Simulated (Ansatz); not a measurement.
LuF3:
```yaml
crystal:
  lattice:
    - [6.65779, 0.00000, 0.00000]
    - [-3.32890, 5.76582, 0.00000]
    - [0.00000, 0.00000, 6.84534]
  atoms:
    - { symbol: Lu, position: [0.34685, 0.00000, 0.75000] }
    - { symbol: Lu, position: [0.65315, 0.00000, 0.25000] }
    - { symbol: Lu, position: [0.00000, 0.34685, 0.75000] }
    - { symbol: Lu, position: [0.00000, 0.65315, 0.25000] }
    - { symbol: Lu, position: [0.65315, 0.65315, 0.75000] }
    - { symbol: Lu, position: [0.34685, 0.34685, 0.25000] }
    - { symbol: F, position: [0.00000, 0.00000, 0.75000] }
    - { symbol: F, position: [0.00000, 0.00000, 0.25000] }
    - { symbol: F, position: [0.33333, 0.66667, 0.68213] }
    - { symbol: F, position: [0.66667, 0.33333, 0.31787] }
    - { symbol: F, position: [0.66667, 0.33333, 0.81787] }
    - { symbol: F, position: [0.33333, 0.66667, 0.18213] }
    - { symbol: F, position: [0.37567, 0.30533, 0.57815] }
    - { symbol: F, position: [0.62433, 0.69467, 0.42185] }
    - { symbol: F, position: [0.69467, 0.07034, 0.57815] }
    - { symbol: F, position: [0.30533, 0.92966, 0.42185] }
    - { symbol: F, position: [0.92966, 0.62433, 0.57815] }
    - { symbol: F, position: [0.07034, 0.37567, 0.42185] }
    - { symbol: F, position: [0.30533, 0.37567, 0.92185] }
    - { symbol: F, position: [0.69467, 0.62433, 0.07815] }
    - { symbol: F, position: [0.07034, 0.69467, 0.92185] }
    - { symbol: F, position: [0.92966, 0.30533, 0.07815] }
    - { symbol: F, position: [0.62433, 0.92966, 0.92185] }
    - { symbol: F, position: [0.37567, 0.07034, 0.07815] }
```

This is the r²SCAN-relaxed structure. x, y and z are the axes in which the lattice vectors are written.

Q: All from plane-wave PAW r²SCAN (Ansatz code), unless another level is named. Estimate the bulk modulus (Birch–Murnaghan fit).

A: 148 GPa.

Q: Predict the elastic constants (relaxed ions, GPa).

A: C11 = 230, C12 = 112, C13 = 93.4, C14 = -2.9, C33 = 284, C44 = 57.3.

Space group P-3c1. The first step of the workflow began from a Materials Project structure, measured or hypothetical; the Crystallography Open Database copy checked does not list it. Whether it is the stable phase at ambient conditions was not checked. The cell was relaxed with r²SCAN under the symmetry of its start; whether a distortion lowers the energy is not shown. Scalar-relativistic: spin–orbit coupling is off unless named, which matters more the heavier the elements.

Potentials: the later of the program's two PAW sets.
